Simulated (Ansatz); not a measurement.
**Sb2Au: all-electron results**

```xyz
3
Lattice="0.0000 3.3280 3.3280 3.3280 0.0000 3.3280 3.3280 3.3280 0.0000" Properties=species:S:1:pos:R:3 pbc="T T T"
Sb    1.6640    1.6640    1.6640
Sb    4.9920    4.9920    4.9920
Au    0.0000    0.0000    0.0000
```

Atoms are numbered in the order listed.

The cell is COD entry 9009002, as deposited and not checked against the literature; nothing was relaxed.

No spin–orbit coupling, which matters for the heavy atoms here.

Levels of theory: DFT, LDA, all-electron LAPW, scalar-relativistic (Ansatz 0.2.0); DFT, LDA, PAW with Ansatz's default frozen-core files, scalar-relativistic (Ansatz 0.2.0).

For LAPW: a Γ-centred 9×9×9 k mesh, Fermi–Dirac smearing of 0.08 eV, basis error target 1 meV/atom, no spin polarisation. PAW takes a cutoff of 420 eV at this cell (files made with PBE, cores remade for this functional). The Ansatz runs share mesh, smearing and spin set-up. Values come from LAPW unless marked.

- Pressure at this cell: 2.95 GPa
- Band gap: none: with an odd electron count and no spin polarisation the bands can't all be full, a metal in this set-up (in compounds, spin order or a distortion in a larger cell can open a gap)
- Density of states at the Fermi level (0.2 eV bin): 1.09 states/eV per cell
- Löwdin charges (with 0.25 e of the cell spilling out of the atomic basis, so their sizes and signs hang on that basis): Sb1 -0.16, Au3 0.56 e
- Bader charges (from the PAW run): Sb1 +0.36, Au3 -0.72 e
- Volume per atom: 24.57 Å³
